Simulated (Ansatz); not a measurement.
**Hf, diamond: geometry optimisation**

These are results of DFT, LDA (PW92), plane waves (420 eV) with PAW, scalar-relativistic in Ansatz, not measurements. The PAW files were generated under PBE, with cores re-solved for the functional.

k-point mesh 9×9×9, Fermi-Dirac smearing 0.1 eV, no spin polarisation. Cell and atoms relax.

Starting structure:

```
Hf
1.0
     0.00000    3.11458    3.11458
     3.11458    0.00000    3.11458
     3.11458    3.11458    0.00000
Hf
2
Direct
  0.12500 0.12500 0.12500
  0.87500 0.87500 0.87500
```

Problem. The pressure at the start is -0.1 GPa. By how much does the volume change?

Solution. From 30.21 to 30.16 Å³ per atom, -0.2 %. The final cell has a = 6.226 Å.

Problem. How much energy does the relaxation gain?

Solution. 0.0 meV per atom.
